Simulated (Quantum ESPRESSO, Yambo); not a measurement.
CdS (zinc blende, space group F-43m, No. 216): static response along x against the Γ-centred k mesh (Yambo on norm-conserving PBEsol (Quantum ESPRESSO, 102 Ry, without SOC) bands; 42 bands, 4 Ry block). The smallest direct PBEsol gap is 1.01 eV.

```csv
k mesh,"ε(0), independent particles","ε(0), RPA with local fields",rough Yambo cost
4×4×4,13.2,12.5,about 1/6
6×6×6,8.36,7.72,about 1/3
8×8×8,7.30,6.65,within a factor of two
10×10×10,6.98,6.33,1
```

The last step changes the RPA value by 5.1 %: not yet converged. Electronic response only; costs are rough.

Geometry relaxed with PBEsol; primitive cell a = b = c = 4.119 Å, α = β = γ = 60.00°.
